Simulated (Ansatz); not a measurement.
One crystal and one scan (energy against volume) at two levels, PBE (plane waves to 420 eV, PAW, scalar-relativistic; Ansatz, a program for electronic structure) and PBEsol (plane waves to 420 eV, PAW, scalar-relativistic; Ansatz), each from its own relaxed cell and on its own mesh. The cell shown is that of PBE.

HgSe (zinc blende)

```xyz
2
Lattice="0.0000 3.1300 3.1300 3.1300 0.0000 3.1300 3.1300 3.1300 0.0000" Properties=species:S:1:pos:R:3 pbc="T T T"
Se     4.6950     4.6950     4.6950
Hg     0.0000     0.0000     0.0000
```

This relaxed cell (volume V₀) is scaled evenly in all directions, its shape held. Symmetry pins the atoms to their sites.

The energy includes the smearing's −TS. HgSe was relaxed with its symmetry unable to fall. Spin-orbit coupling is left out, though Hg is heavy. Both scans cover V/V₀ from 0.840 to 1.160.

ΔE (meV/atom), each from the relaxed starting cell of its own level:

```
V/V₀   PBE    PBEsol
-----  ---  --------
0.840  148       168
0.867   96       110
0.893   58        66
0.920   31        35
0.947   13        15
0.973    3         3
1.000    0         0
1.027    3         3
1.053   10        12
1.080   22        25
1.107   38        43
1.133   56        64
1.160   77  withheld
```

Question: Estimate the PBEsol value at 1.160 from the PBE value there and the ratio of the two levels in the two nearest given rows on that side of the minimum.

Answer: At 1.133 and 1.107 the ratio PBEsol/PBE averages 1.137, which gives 1.137 × 77 = 88 meV/atom. The calculation gives 88 meV/atom, +14.3 % against PBE.

(Under strain, the slope of the energy per volume gives the stress and its curvature an elastic modulus.)
